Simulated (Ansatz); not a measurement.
Cd (hcp, Mg type), conventional cell a = 3.016 Å, b = 3.016 Å, c = 5.819 Å, α = 90.00°, β = 90.00°, γ = 120.00°. The calculation uses the primitive cell of 2 atoms, to which meshes and values per cell refer.

Two coordinates are scanned: the volume, and the ratio of the stretch along z (the conventional c axis) to the stretch across it. Atoms keep their fractional coordinates.

Computed with PBE (plane waves to 420 eV, PAW, scalar-relativistic; Ansatz, a first-principles code). k mesh 18×18×8 (Γ-centred), Fermi-Dirac smearing 0.05 eV. The energy includes the smearing's −TS. With partly filled bands, the response to shear is sensitive to the k mesh, so small differences along c/a are uncertain. Cd was relaxed with its symmetry unable to fall. The relaxed volume of Cd is well above the measured one; the method has no dispersion term. ΔE is measured from the relaxed starting cell.

### Question
What ΔE (eV/atom) does the calculation give at all points of the grid V/V₀ = 0.960, 0.973, 0.987, 1.000, 1.013, 1.027, 1.040 by (c/a)/(c/a)₀ = 0.920, 0.947, 0.973, 1.000, 1.027, 1.053, 1.080?

### Answer
ΔE (eV/atom), with V/V₀ across and (c/a)/(c/a)₀ down:

```
(c/a)/(c/a)₀ \ V/V₀  0.960  0.973  0.987  1.000  1.013  1.027  1.040
-------------------  -----  -----  -----  -----  -----  -----  -----
0.920                0.007  0.005  0.005  0.005  0.007  0.009  0.012
0.947                0.005  0.003  0.002  0.002  0.003  0.005  0.008
0.973                0.005  0.002  0.001  0.000  0.001  0.003  0.006
1.000                0.006  0.002  0.001  0.000  0.001  0.002  0.005
1.027                0.010  0.005  0.003  0.001  0.001  0.002  0.004
1.053                0.018  0.013  0.009  0.006  0.005  0.005  0.006
1.080                0.029  0.023  0.017  0.014  0.011  0.010  0.010
```

(Under strain, the slope of the energy per volume gives the stress and its curvature an elastic modulus.)
